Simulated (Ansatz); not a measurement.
Input file for Ansatz (a first-principles code):

Ansatz 0.2 input:
```yaml
crystal:
  lattice:
    - [5.1536773429, 0.0, 0.0]
    - [0.0, 5.124570664, 0.0]
    - [-0.9045097173, 0.0, 5.1343775761]
  atoms:
    - { symbol: Sc, position: [0.6917213868, 0.4720231527, 0.2880277448] }
    - { symbol: Sc, position: [0.3082786132, 0.5279768473, 0.7119722552] }
    - { symbol: Sc, position: [0.3082786132, 0.9720231527, 0.2119722552] }
    - { symbol: Sc, position: [0.6917213868, 0.0279768473, 0.7880277448] }
    - { symbol: O, position: [0.5437028892, 0.7462040469, 0.0119396187] }
    - { symbol: O, position: [0.4562971108, 0.2537959531, 0.9880603813] }
    - { symbol: O, position: [0.4562971108, 0.2462040469, 0.4880603813] }
    - { symbol: O, position: [0.5437028892, 0.7537959531, 0.5119396187] }
    - { symbol: F, position: [0.9427312184, 0.3272632784, 0.6590488238] }
    - { symbol: F, position: [0.0572687816, 0.6727367216, 0.3409511762] }
    - { symbol: F, position: [0.0572687816, 0.8272632784, 0.8409511762] }
    - { symbol: F, position: [0.9427312184, 0.1727367216, 0.1590488238] }
kpoints:
  mp_grid: { grid: [6, 6, 6] }
hamiltonian:
  xc: pbesol
  pseudopotentials: { kind: paw }
scf:
  occupations: { method: fixed }
phonons:
  method: dfpt
  response_accuracy: low
  eigenvectors: true
  rigid_motions: translations
  dielectric: true
```

Output (shortened):

```
Pseudopotential: Sc, paw, valence charge 11
Pseudopotential: O, paw, valence charge 6
Pseudopotential: F, paw, valence charge 7
Functional definition: PBEsol
Crystal: 12 atoms, lattice volume = 135.601 Å³
Basis set: ecut = 420 eV, 2651 PW (Γ), exchange–correlation on 72×72×72 points (8 copies of the dense FFT grid, shifted against one another)
Bands: 60, of which v1, the nominal top of the filled ones, is band 48 counted from 1 (47 counted from 0)
Symmetry: 4 space group operations
k-points: 112 of 216 (irreducible under 1 space group operation, time reversal used)
SCF iter   1: F=—  HF=-13915.134085 eV  |F-HF|=—  |Δ(HF+E_count)|=         —  Δρ=1.70e-2  dr2=2.96e-1  ethr=1.77e-3  ⟨swp⟩=3.0  Hψ=22262  notcnv=0  defer=723
preconditioner: auto → Resta (q_TF=auto, 2.576 Å⁻¹)
SCF iter   2: F=—  HF=-13915.064725 eV  |F-HF|=—  |Δ(HF+E_count)|=   6.94e-2  Δρ=4.95e-3  dr2=2.23e-2  ethr=3.08e-4  ⟨swp⟩=2.0  Hψ=11120  notcnv=0  defer=1102
SCF iter   3: F=—  HF=-13915.060249 eV  |F-HF|=—  |Δ(HF+E_count)|=   4.48e-3  Δρ=1.62e-3  dr2=2.84e-3  ethr=2.32e-5  ⟨swp⟩=2.1  Hψ=9412  notcnv=0  defer=1120
SCF iter   4: F=—  HF=-13915.060263 eV  |F-HF|=—  |Δ(HF+E_count)|=   1.42e-5  Δρ=7.14e-4  dr2=4.71e-4  ethr=2.96e-6  ⟨swp⟩=2.1  Hψ=11183  notcnv=0  defer=1120
SCF iter   5: F=—  HF=-13915.060260 eV  |F-HF|=—  |Δ(HF+E_count)|=   3.33e-6  Δρ=1.95e-4  dr2=6.08e-5  ethr=4.91e-7  ⟨swp⟩=2.0  Hψ=9405  notcnv=0  defer=704
SCF iter   6: F=—  HF=-13915.060278 eV  |F-HF|=—  |Δ(HF+E_count)|=   1.83e-5  Δρ=4.16e-5  dr2=3.10e-6  ethr=6.33e-8  ⟨swp⟩=2.0  Hψ=8721  notcnv=0  defer=678
SCF iter   7: F=—  HF=-13915.060282 eV  |F-HF|=—  |Δ(HF+E_count)|=   3.76e-6  Δρ=8.94e-6  dr2=1.35e-7  ethr=3.23e-9  ⟨swp⟩=2.0  Hψ=9597  notcnv=0  defer=677
SCF iter   8: F=—  HF=-13915.060282 eV  |F-HF|=—  |Δ(HF+E_count)|=   1.21e-7  Δρ=3.00e-6  dr2=1.43e-8  ethr=1.41e-10  ⟨swp⟩=2.0  Hψ=10848  notcnv=0  defer=677
SCF iter  10: F=-13915.060282 eV  HF=-13915.060282 eV  |F-HF|=5.82e-11  |Δ(HF+E_count)|=  6.38e-10  Δρ=2.12e-7  dr2=5.40e-11  ethr=1.00e-12  ⟨swp⟩=13.9  Hψ=39876  notcnv=0
SCF 1 converged in 10 iterations: F = -13915.060282 eV  dr2 = 5.40e-11
NSCF: frozen V_eff on 2 k-points
DFPT response loops at Γ: preconditioner auto → none (the input reference at scf.mixing.eps_inf says where Resta's filter doesn't serve); β = 0.50 …
SCF converged after 10 iterations
Free energy (F): -13915.060282 eV
Harris-Foulkes:  -13915.060282 eV  (|F-HF|=5.82e-11)
Internal energy: -13915.060282 eV  (E = F + TS)
E sigma→0 (E₀):  -13915.060282 eV
Fermi energy:    7.424888 eV
--- Per-component energies (eV) ---
  E_band       = -705.702229
  E_kinetic    = 2583.803207
  E_local      = -6530.006398  (includes V_loc(G=0)·N_el)
  E_nonlocal   = 804.997682
  E_hartree    = 2301.982380
  E_xc         = -1029.555867
  E_vxc        = -1307.573355  (∫ρ·V_xc dr)
  E_paw        = -5106.821844  (= ΣΔE_a)
  E_vpaw       = -860.906364  (= ΣTr[D̂ρ^β])
  E_aug_tail   = 0.018126  (compensation charges beyond the density's cutoff)
  E_ewald      = -6940.304590
  E_core_change = 0.827022  (= ΣΔE_core)
  E_smearing   =  0.000000  (= −TS)
  E_closure    =  0.000000  (closes the sum)
  Σ components = -13915.060282   (vs F -13915.060282, Δ=0.00e0)
  [band-id]    e_kinetic+e_local+e_nonlocal+2·e_hartree+e_vxc+e_vpaw+e_augmentation_tail = -705.702342   (vs E_band -705.702229, Δ=-1.13e-4)
--- Band table (eV; the first three rows and the last of 112) ---
  k-point 0: bands = ["-39.5228", "-39.4688", "-39.4682", "-39.4530", "-18.7667", "-18.7188", "-18.6685", "-18.3920", "-18.3594", "-18.3223", "-18.2683", "-18.2035", "-18.1846", "-18.1727", "-18.1185", "-18.1115", "-14.3776", "-14.0687", "-14.0135", …
  k-point 1: bands = ["-39.5193", "-39.4734", "-39.4663", "-39.4539", "-18.7455", "-18.6973", "-18.6394", "-18.4358", "-18.3801", "-18.3030", "-18.2759", "-18.2014", "-18.1824", "-18.1727", "-18.1462", "-18.1220", "-14.3468", "-14.0599", "-14.0460", …
  k-point 2: bands = ["-39.5097", "-39.4833", "-39.4635", "-39.4565", "-18.6851", "-18.6408", "-18.5725", "-18.4884", "-18.4590", "-18.2849", "-18.2785", "-18.2676", "-18.1953", "-18.1744", "-18.1533", "-18.1314", "-14.2709", "-14.1056", "-14.0360", …
  k-point 111: bands = ["-39.4791", "-39.4791", "-39.4773", "-39.4773", "-18.7108", "-18.7108", "-18.6721", "-18.6721", "-18.2338", "-18.2338", "-18.1983", "-18.1983", "-18.1884", "-18.1884", "-18.1559", "-18.1559", "-14.1511", "-14.1511", "-14.0499", …
--- Phonons (Γ-DFPT): 9 representative perturbations + reference, on 112 of 216 k-points (Σ response iterations 32) ---
  ASR residual: 3.247e-4 → 0.000e0 eV/Å²; symmetrization residual: 6.285e-5 eV/Å²
  ASR residual per site (eV/Å²): 1.84e-4 1.84e-4 1.84e-4 1.84e-4 3.25e-4 3.25e-4 3.25e-4 3.25e-4 1.54e-4 1.54e-4 1.54e-4 1.54e-4
  Γ frequencies (cm⁻¹): 0.00 0.00 0.00 85.75 154.59 167.87 210.49 231.22 234.46 235.96 256.88 259.09 259.51 263.60 267.83 299.02 305.95 315.04 315.82 318.86 327.22 354.18 368.97 387.63 410.48 414.71 420.30 424.15 441.33 445.34 453.88 551.44 556.71 573.89 661.49 662.96
  ε∞ (high-frequency dielectric tensor):
        3.334327     0.000000    -0.086181
        0.000000     4.060074     0.000000
       -0.086181     0.000000     3.962820
  ε⁰ (static dielectric tensor: ions relaxed, cell fixed):
        9.236662     0.000000    -0.780798
        0.000000    15.473073     0.000000
       -0.780798     0.000000    14.344395
  ε⁰ − ε∞ (ionic part):
        5.902334     0.000000    -0.694617
        0.000000    11.412999     0.000000
       -0.694617     0.000000    10.381575
  softest optical mode at Γ: 85.75 cm⁻¹; the repairs (sum rule, projections) moved no ω² at Γ by more than (6.80 cm⁻¹)²
  Born effective charges Z* (e; rows j = field, columns β = displacement):
    site 0:
         3.24697   -0.11137   -0.05648
         0.04532    3.99296    0.02362
        -0.06843    0.09360    3.78535
    site 1:
         3.24697   -0.11137   -0.05648
         0.04532    3.99296    0.02362
        -0.06843    0.09360    3.78535
    site 2:
         3.24697    0.11137   -0.05648
        -0.04532    3.99296   -0.02362
        -0.06843   -0.09360    3.78535
    site 3:
         3.24697    0.11137   -0.05648
        -0.04532    3.99296   -0.02362
        -0.06843   -0.09360    3.78535
    site 4:
        -1.48830   -0.01236    0.22918
         0.06008   -2.76477    0.16750
         0.22342    0.32719   -2.67872
    site 5:
        -1.48830   -0.01236    0.22918
         0.06008   -2.76477    0.16750
         0.22342    0.32719   -2.67872
    site 6:
        -1.48830    0.01236    0.22918
        -0.06008   -2.76477   -0.16750
         0.22342   -0.32719   -2.67872
    site 7:
        -1.48830    0.01236    0.22918
        -0.06008   -2.76477   -0.16750
         0.22342   -0.32719   -2.67872
    site 8:
        -1.75867   -0.50013   -0.17270
        -0.49772   -1.22818    0.26096
        -0.15499    0.25056   -1.10663
    site 9:
        -1.75867   -0.50013   -0.17270
        -0.49772   -1.22818    0.26096
        -0.15499    0.25056   -1.10663
    site 10:
        -1.75867    0.50013   -0.17270
         0.49772   -1.22818   -0.26096
        -0.15499   -0.25056   -1.10663
    site 11:
        -1.75867    0.50013   -0.17270
         0.49772   -1.22818   -0.26096
        -0.15499   -0.25056   -1.10663
  Z* charge neutrality: 3.415e-5 e pre-enforcement
  k-mesh period / interband length: 30.7 Å / 1.22 Å = 25.28 at k = (0.0000, 0.0000, 0.0000), direct gap 4.798 eV — 14 or more, which is no proof of convergence
  optical modes at Γ without the LO–TO term, one row a degenerate level:
      ω (cm⁻¹)  modes    IR ((D/Å)²/amu)
         85.75      1             0.0000
        154.59      1             4.4161
        167.87      1             4.1887
        210.49      1             0.0000
        231.22      1             0.0000
        234.46      1             0.0000
        235.96      1             1.9402
        256.88      1             0.0000
        259.09      1             0.0000
        259.51      1             7.2625
        263.60      1             2.8340
        267.83      1             0.0000
        299.02      1             1.4824
        305.95      1             0.0000
        315.04      1             4.1879
        315.82      1             0.2461
        318.86      1             0.0000
        327.22      1             0.0000
        354.18      1             0.0000
        368.97      1            39.2493
        387.63      1            66.3137
        410.48      1            55.9282
        414.71      1             0.0000
        420.30      1             0.0000
        424.15      1             6.3238
        441.33      1             0.0000
        445.34      1             0.0000
        453.88      1            13.0242
        551.44      1             5.1749
        556.71      1             0.0000
        573.89      1             0.0000
        661.49      1             2.5394
        662.96      1             0.0000
  optical modes at Γ + LO–TO along q̂ = [1.0000, 0.0000, 0.0000]:
      ω (cm⁻¹)  modes    IR ((D/Å)²/amu)
         85.75      1             0.0000
        156.28      1             4.1850
        167.87      1             4.1887
        210.49      1             0.0000
        231.22      1             0.0000
        234.46      1             0.0000
        235.96      1             1.9402
        256.88      1             0.0000
        259.09      1             0.0000
        263.60      1             2.8340
        265.15      1             5.1903
        267.83      1             0.0000
        299.02      1             1.4824
        305.95      1             0.0000
        315.16      1             4.3577
        315.82      1             0.2461
        318.86      1             0.0000
        327.22      1             0.0000
        354.18      1             0.0000
        387.63      1            66.3137
        410.23      1            55.2182
        414.71      1             0.0000
        420.30      1             0.0000
        424.15      1             6.3238
        440.26      1             7.1770
        441.33      1             0.0000
        445.34      1             0.0000
        525.10      1             8.1137
        556.71      1             0.0000
        573.89      1             0.0000
        643.86      1            45.0012
        661.49      1             2.5394
        662.96      1             0.0000
  optical modes at Γ + LO–TO along q̂ = [0.0000, 1.0000, 0.0000]:
      ω (cm⁻¹)  modes    IR ((D/Å)²/amu)
         85.75      1             0.0000
        154.59      1             4.4161
        179.29      1             0.2400
        210.49      1             0.0000
        231.22      1             0.0000
        234.46      1             0.0000
        239.44      1             0.0899
        256.88      1             0.0000
        259.09      1             0.0000
        259.51      1             7.2625
        267.83      1             0.0000
        268.65      1             0.1591
        301.04      1             0.0645
        305.95      1             0.0000
        315.04      1             4.1879
        316.11      1             0.0093
        318.86      1             0.0000
        327.22      1             0.0000
        354.18      1             0.0000
        368.97      1            39.2493
        410.48      1            55.9282
        414.71      1             0.0000
        420.30      1             0.0000
        420.88      1             0.0723
        441.33      1             0.0000
        445.34      1             0.0000
        453.88      1            13.0242
        551.44      1             5.1749
        556.71      1             0.0000
        573.89      1             0.0000
        632.36      1            21.6870
        662.96      1             0.0000
        716.71      1            63.5463
  optical modes at Γ + LO–TO along q̂ = [0.0000, 0.0000, 1.0000]:
      ω (cm⁻¹)  modes    IR ((D/Å)²/amu)
         85.75      1             0.0000
        167.87      1             4.1887
        168.80      1             0.7423
        210.49      1             0.0000
        231.22      1             0.0000
        234.46      1             0.0000
        235.96      1             1.9402
        256.88      1             0.0000
        259.09      1             0.0000
        263.60      1             2.8340
        267.83      1             0.0000
        268.74      1             3.0360
        299.02      1             1.4824
        305.95      1             0.0000
        315.82      1             0.2461
        318.86      1             0.0000
        321.29      1             0.8891
        327.22      1             0.0000
        354.18      1             0.0000
        369.68      1            37.3965
        387.63      1            66.3137
        414.71      1             0.0000
        420.30      1             0.0000
        424.15      1             6.3238
        441.33      1             0.0000
        445.34      1             0.0000
        448.45      1             4.8131
        549.12      1             5.5707
        556.71      1             0.0000
        573.89      1             0.0000
        661.49      1             2.5394
        662.96      1             0.0000
        687.02      1            76.7954
```

Cost: roughly 30 core-minutes on shared cores.

Space group P2_1/c. The first step of the workflow began from a Materials Project structure, measured or hypothetical; the Crystallography Open Database copy checked does not list it. Whether it is the stable phase at ambient conditions was not checked. The PBEsol relaxation kept the symmetry of its start; of distortions, only those at the zone centre were tested. The run is not spin-polarised.

Potentials: the later of the program's two PAW sets.

Ansatz is a plane-wave DFT program.
